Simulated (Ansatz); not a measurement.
Y3N (L12 type) from its elements: all-electron against pseudopotential results

```
CELL_PARAMETERS angstrom
4.42688 0.00000 0.00000
0.00000 4.42688 0.00000
0.00000 0.00000 4.42688
ATOMIC_POSITIONS crystal
N 0.00000 0.00000 0.00000
Y 0.00000 0.50000 0.50000
Y 0.50000 0.00000 0.50000
Y 0.50000 0.50000 0.00000
```

The cell comes from a relaxation on PAW files under the same functional, begun from a prototype that needn't be the stable phase.

Computed with Ansatz 0.2.0; functional PBE, scalar-relativistic. Settings: a Γ-centred 8×8×8 k mesh, Fermi–Dirac smearing of 0.05 eV, no spin polarisation. Methods: LAPW: all electrons, basis error target 0.5 meV/atom; PAW: frozen-core files, cutoff 420 eV; norm-conserving: pseudopotentials, cutoff 1240 eV.

The elements are taken as N N2 gas, Y hcp, each relaxed on PAW files under the same functional and computed by the same method as the compound; zero-point and thermal terms are left out.

The norm-conserving files are those that the library serves for this functional.

(1) Give the formation energy by each method, with the residual pressure at this cell and the LAPW gap.

(2) Give the LAPW value for one formula unit in kJ/mol.

(3) What Bader charges does the PAW density give?

## Answers

(1) 

```json
{"method": "LAPW", "ΔE(formation) (eV/atom)": "0.768", "P at this cell (GPa)": "0.00", "gap (eV)": "0.00"}
{"method": "PAW", "ΔE(formation) (eV/atom)": "0.767", "P at this cell (GPa)": "0.00", "gap (eV)": "–"}
{"method": "norm-conserving", "ΔE(formation) (eV/atom)": "0.763", "P at this cell (GPa)": "0.01", "gap (eV)": "–"}
```

(2) 0.768 eV/atom × 4 atoms × 96.485 kJ/(mol·eV) = 296.4 kJ/mol, at zero temperature and without zero-point motion.

(3) N1 -1.71 e, Y2 +0.57 e.
